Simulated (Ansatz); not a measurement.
**RbLuS2 (R-3m) under pressure**

```yaml
crystal:
  lattice:
    - [1.98743, 1.14745, 7.63859]
    - [-1.98743, 1.14745, 7.63859]
    - [0.00000, -2.29489, 7.63859]
  atoms:
    - { symbol: Rb, position: [0.00000, 0.00000, 0.00000] }
    - { symbol: Lu, position: [0.50000, 0.50000, 0.50000] }
    - { symbol: S, position: [0.22974, 0.22974, 0.22974] }
    - { symbol: S, position: [0.77026, 0.77026, 0.77026] }
```

This is the zero-pressure cell under r²SCAN. Cell and atoms are relaxed by PAW (default files of Ansatz 0.2.0, cutoff 500 eV, stress met within about 0.05 GPa) at each pressure, in this structure whether or not another phase would take over; P is the pressure reached, less that of this cell. Levels come from r²SCAN, PAW on Ansatz 0.2.0's default frozen-core files (fitted under PBE), scalar-relativistic; k mesh 6×6×6, fixed occupations, cutoff 500 eV. Conduction levels are in eV over the valence top (at Γ), at fixed fractional wave vectors.

```
P (GPa)    V/V₀     c/a  F (oblique)  L (oblique)      Γ  T ∥ z
  -2.00  1.0464  5.7788        2.778        3.249  3.519  4.248
   0.00  1.0000  5.7652        2.670        3.174  3.665  4.248
   1.99  0.9635  5.7621        2.566        3.101  3.724  4.243
   3.98  0.9328  5.7646        2.465        3.027  3.732  4.233
   6.98  0.8944  5.7795        2.315        2.915  3.684  4.214
   9.99       ?       ?            ?            ?      ?      ?
  14.97  0.8197  5.8378        1.943        2.619  3.456  4.145
```

**Question.** Fit the third-order Birch-Murnaghan equation to the rows shown.

**Answer.** With f = [(V₀/V)^(2/3) − 1]/2, the normalised pressure F = P/[3f(1 + 2f)^(5/2)] is 48.2 GPa at f = -0.0149, 49.6 GPa at f = 0.0126, 49.8 GPa at f = 0.0237, 50.1 GPa at f = 0.0386, 50.5 GPa at f = 0.0709. The line F = B₀[1 + (3/2)(B′ − 4)f] gives B₀ = 48.9 GPa and B′ = 4.4.

**Question.** What are the volume deformation potentials and pressure coefficients of these levels at zero pressure?

**Answer.** 

| level | dE/dlnV (eV) | dE/dP = −(dE/dlnV)/B₀ (meV/GPa) | mean slope up to 2.0 GPa (meV/GPa) |
| --- | --- | --- | --- |
| F (oblique) | 2.60 | -53.2 | -52.2 |
| L (oblique) | 1.82 | -37.1 | -37.0 |
| Γ | -2.27 | 46.3 | 29.8 |
| T ∥ z | 0.08 | -1.5 | -2.8 |

dE/dlnV is the slope of a cubic fit in ln V at V₀. The last column is read from two rows and shows how the slope bends with pressure.

**Question.** What belongs in the row at 9.99 GPa?

**Answer.** The fits give V/V₀ = 0.8626 and F (oblique) = 2.172 eV. Computed: V/V₀ = 0.8627, c/a = 5.7972, F (oblique) = 2.173, L (oblique) = 2.804, Γ = 3.611, T ∥ z = 4.190.

Limits of these numbers: no other phase was computed; many crystals of this kind change structure within this range, and rows or crossings beyond such a change describe a metastable lattice; frozen-core PAW files fitted under PBE, their cores solved anew for the functional of the run; no spin-orbit coupling on heavy atoms; semilocal gaps are low, and the spacing of valleys can be off by tenths of an eV; levels are read at fixed fractional k, so an edge that moves off these points is missed.
